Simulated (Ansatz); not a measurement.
Relaxed-ion elastic tensor of Sn in space group Ia-3 (No. 206; Sn on 16c) in GPa (Voigt order), the program Ansatz at the PBEsol level (PAW); density 6.27 g/cm³, 31.42 Å³ per atom.

```
65.4  29.8  29.8   0.0   0.0   0.0
29.8  65.4  29.8   0.0   0.0   0.0
29.8  29.8  65.4   0.0   0.0   0.0
 0.0   0.0   0.0  12.9   0.0   0.0
 0.0   0.0   0.0   0.0  12.9   0.0
 0.0   0.0   0.0   0.0   0.0  12.9
```

Problem. Is the crystal mechanically stable?

Solution. Yes: the smallest eigenvalue of C is 12.9 GPa.

Problem. Work out the Voigt, Reuss and Hill averages.

Solution. K_V = 41.7, K_R = 41.7, K_H = 41.7; G_V = 14.8, G_R = 14.5, G_H = 14.7 GPa.

Problem. Give Young's modulus, Poisson's ratio, Pugh's ratio and the universal anisotropy index.

Solution. E = 9KG/(3K + G) = 39.4 GPa; ν = 0.34; K/G = 2.84 (ductile by the Pugh limit of 1.75); A_U = 5G_V/G_R + K_V/K_R − 6 = 0.12.

Problem. Estimate the sound speeds and the Debye temperature.

Solution. v_l = √((K + 4G/3)/ρ) = 3120 m/s, v_t = √(G/ρ) = 1530 m/s, mean 1720 m/s; Θ = (h/k)(3n/4πV)^(1/3) v_m = 162 K.

Problem. Give the Zener ratio and Young's modulus along [100], [110] and [111].

Solution. A = 2C44/(C11 − C12) = 0.73; 1/E = S11 − 2(S11 − S12 − S44/2)Γ with Γ = 0, 1/4, 1/3 gives 46.7, 37.4, 35.1 GPa.

Problem. Solve the Christoffel equation for the three sound speeds along [100], [110], [111].

Solution. Eigenvalues of C_ijkl n_j n_l equal ρv². In km/s, slowest first: [100] 1.43, 1.43, 3.23; [110] 1.43, 1.68, 3.11; [111] 1.60, 1.60, 3.06.

The start of the workflow was typed in or built on a structure type; neither database checked (COD, Materials Project) lists it. It is not the phase usual at ambient conditions (space group No. 141). Symmetry was held in the PBEsol relaxation; its stability against distortions is not shown here. The volume moved by -15 % from the start of the relaxation. As this level gives no gap, shear constants depend on the k-mesh and smearing (Fermi–Dirac, 0.1 eV here). Scalar-relativistic: spin–orbit coupling is off unless named, which matters more the heavier the elements.

Potentials: the earlier of the program's two PAW sets. The files were generated under PBE; for other functionals the program regenerates the frozen cores, and for LDA and PBEsol the local potential too.
